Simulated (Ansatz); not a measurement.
Zr:
```yaml
crystal:
  lattice:
    - [5.03763, 0.00000, 0.00000]
    - [-2.51882, 4.36272, 0.00000]
    - [0.00000, 0.00000, 3.15848]
  atoms:
    - { symbol: Zr, position: [0.00000, 0.00000, 0.00000] }
    - { symbol: Zr, position: [0.33333, 0.66667, 0.50000] }
    - { symbol: Zr, position: [0.66667, 0.33333, 0.50000] }
```

Relaxed with r²SCAN. Special points in fractions of this cell's reciprocal vectors: Γ (0.000, 0.000, 0.000); M (0.500, 0.000, 0.000); K (0.333, 0.333, 0.000); A (0.000, 0.000, 0.500); L (0.500, 0.000, 0.500); H (0.333, 0.333, 0.500).

Question: List the band energies nearest the Fermi level at these points for the program Ansatz at the r²SCAN with spin–orbit coupling level (PAW).

Answer: In eV from the Fermi level; about four levels below and three above (degenerate sets whole), none deeper than 8.9 eV; points with the same levels are listed once.

```json
[
 {"k": "Γ", "below": "-0.55 -0.55 -0.12 -0.12", "above": "0.99 0.99 1.71 1.71"},
 {"k": "M", "below": "-0.55 -0.55 -0.50 -0.50", "above": "0.01 0.01 0.78 0.78"},
 {"k": "K", "below": "-0.48 -0.48 -0.46 -0.46", "above": "0.02 0.02 0.15 0.15"},
 {"k": "A", "below": "-2.04 -2.04 -1.62 -1.62", "above": "1.20 1.20 1.29 1.29"},
 {"k": "L", "below": "-0.92 -0.92 -0.66 -0.66", "above": "0.38 0.38 0.97 0.97"},
 {"k": "H", "below": "-1.21 -1.21 -1.19 -1.19", "above": "0.54 0.54 0.62 0.62"}
]
```

Space group P6/mmm. This is a known high-pressure phase of the composition, computed here at zero pressure and temperature. Symmetry was held in the r²SCAN relaxation; whether a distortion lowers the energy is not shown. The run is not spin-polarised.

Potentials: the later of the program's two PAW sets.
